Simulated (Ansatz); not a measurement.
Cs2AgBiBr6 (double-perovskite type, space group Fm-3m)

```yaml
crystal:
  lattice:
    - [0.00000, 5.67150, 5.67150]
    - [5.67150, 0.00000, 5.67150]
    - [5.67150, 5.67150, 0.00000]
  atoms:
    - { symbol: Cs, position: [0.25000, 0.25000, 0.25000] }
    - { symbol: Cs, position: [0.75000, 0.75000, 0.75000] }
    - { symbol: Ag, position: [0.50000, 0.50000, 0.50000] }
    - { symbol: Bi, position: [0.00000, 0.00000, 0.00000] }
    - { symbol: Br, position: [0.74811, 0.25189, 0.25189] }
    - { symbol: Br, position: [0.25189, 0.74811, 0.74811] }
    - { symbol: Br, position: [0.25189, 0.74811, 0.25189] }
    - { symbol: Br, position: [0.74811, 0.25189, 0.74811] }
    - { symbol: Br, position: [0.25189, 0.25189, 0.74811] }
    - { symbol: Br, position: [0.74811, 0.74811, 0.25189] }
```

The slice is a {100} plane (indices of the conventional cell) through the point (0.748, 0.252, 0.748) (fractional), spanned by u = [100] and v = [0 1 -1] in vectors of this cell: u (8.02 Å) and v (8.02 Å, at 90° to u). It covers one period; positions are fractions (u, v).

Level of theory: r2SCAN (plane waves to 500 eV, PAW, scalar-relativistic; Ansatz, a program for electronic structure). k mesh 5×5×5. These are valence fields of a PAW run, semicore shells included where kept as valence: close to a nucleus they are smooth pseudo fields. Cs2AgBiBr6 was relaxed with its symmetry unable to fall. Spin-orbit coupling is left out, though Bi is heavy.

Three fields on this plane, each scaled to ten steps between its own extremes (0 low, 9 high; the total valence density on a logarithmic scale, the potential cut 8 eV below its top; x marks points blanked near nuclei; v = 0 in the bottom row):

Map A
```
|xxx9200028xxxxx3100013xx|
|xxx6211126xxxxx1000001xx|
|796324543369730000000002|
|2222xxxxx322210000000001|
|0014xxxxx410000000000000|
|0015xxxxxx10000000000000|
|0014xxxxx510000000000000|
|2223xxxxx322210000000001|
|686334x53358630000000002|
|xxx6211125xxxxx0000000xx|
|xxx9200028xxxxx3100013xx|
|xxx7200026xxxxxx200027xx|
|xxx3100013xxxxx9200028xx|
|xxx0000000xxxxx5100015xx|
|x31000000003x95135453159|
|2100000000012213xxxxx312|
|0000000000000005xxxxx700|
|0000000000000004xxxxxx00|
|0000000000000005xxxxx700|
|2100000000012213xxxxx412|
|731000000003785137x74148|
|xxx0000000xxxxx5100014xx|
|xxx2100012xxxxx9200028xx|
|xxx7200026xxxxxx200027xx|
```

Map B
```
|xxx0566651xxxxx0799971xx|
|xxx2310132xxxxx4899985xx|
|002100000120015899999851|
|6530xxxxx025678999999987|
|8610xxxxx016899999999999|
|8600xxxxxx05899999999999|
|8610xxxxx006899999999999|
|6530xxxxx025678999999997|
|012100x00121025899999852|
|xxx2310022xxxxx5899995xx|
|xxx0565651xxxxx1799982xx|
|xxx0688860xxxxxx699970xx|
|xxx1799972xxxxx0688860xx|
|xxx5899985xxxxx2665663xx|
|x04899999851x02430003430|
|6789999999876663xxxxx266|
|9999999999999860xxxxx058|
|9999999999999850xxxxxx58|
|9999999999999860xxxxx058|
|7789999999987663xxxxx266|
|015899999852003420x02430|
|xxx5899995xxxxx3655563xx|
|xxx1799972xxxxx0688860xx|
|xxx0688860xxxxxx699970xx|
```

Map C
```
|xxx9765679xxxxx9753579xx|
|xxx9777778xxxxx8643468xx|
|999889998899998753235789|
|7778xxxxx877776532123567|
|5679xxxxx976554321002345|
|4579xxxxxx75443210001234|
|5679xxxxx976554320002345|
|7778xxxxx977776532123467|
|998889x99889998753234689|
|xxx9777778xxxxx8643468xx|
|xxx9765679xxxxx9753479xx|
|xxx9754579xxxxxx754579xx|
|xxx9754579xxxxx9755579xx|
|xxx8643468xxxxx9766678xx|
|x98753235789x99889998889|
|7765321235677778xxxxx877|
|5543210023455569xxxxx965|
|4332100012334569xxxxxx65|
|5543200023445569xxxxx965|
|7765321234677778xxxxx877|
|998753234689998889x98889|
|xxx8643468xxxxx8766678xx|
|xxx9754579xxxxx9755579xx|
|xxx9754579xxxxxx754579xx|
```

Task: Assign the maps to these fields: density of the highest valence band (whole band, smooth part); valence electron density; electrostatic potential energy of an electron, from the cell's mean.

Result: A is the density of the highest valence band (whole band, smooth part); B is the electrostatic potential energy of an electron, from the cell's mean; C is the valence electron density.
